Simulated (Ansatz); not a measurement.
Ti2NiSb3: reading a single point

```xyz
6
Lattice="3.9612 0.0000 0.0000 0.0000 3.9612 0.0000 0.0000 0.0000 8.7269" Properties=species:S:1:pos:R:3 pbc="T T T"
Sb    0.0000    1.9806    3.3468
Sb    1.9806    0.0000    5.3801
Ti    0.0000    1.9806    6.3837
Ti    1.9806    0.0000    2.3432
Sb    1.9806    1.9806    0.0000
Ni    0.0000    0.0000    0.0000
```

Single point in Ansatz 0.2.0 with PBE, no spin polarisation. Cutoff 420 eV, PAW datasets, 9×9×4 Γ-centred k mesh, methfessel-paxton filling (width 0.1122 eV).

**Question.** Describe some of the short contacts.

**Answer.** Sb–Ni at 2.80 Å: least valence density 0.27 e/Å³ and ELF 0.33 there. Sb–Ti at 2.98 Å: least valence density 0.22 e/Å³ and ELF 0.38 there. Ti–Ni at 3.07 Å: least valence density 0.14 e/Å³ and ELF 0.24 there. These are pseudo-fields; inside the PAW spheres they differ from the all-electron ones.

**Question.** Which element gives electrons and which takes them?

**Answer.** Bader charges in e: Ti +1.20, Ni -0.30, Sb -0.78 to -0.55. In the mean Ti gives up most and Sb takes most.

**Question.** Where is the largest force?

**Answer.** The largest is on Ti3 (and as large on other atoms): 0.48 eV/Å, components (0.00, 0.00, 0.48). It makes 110° with the line to a nearest neighbour, Sb2 at 2.98 Å.

**Question.** Metal or insulator?

**Answer.** It is a metal, with about 5.9 states/eV a cell as the mean within 0.25 eV of the Fermi level, mostly Ti d (53 %), Ni d (21 %) and Sb p (18 %).

**Question.** What does the stress say?

**Answer.** The pressure is -10.7 GPa (compression positive), so with the atoms held at these fractions the cell would first shrink.

Origin: a known structure type with other elements, at an estimated volume, so it need not be a known compound. Caveats: no spin polarisation, so a magnetic state may lie lower.
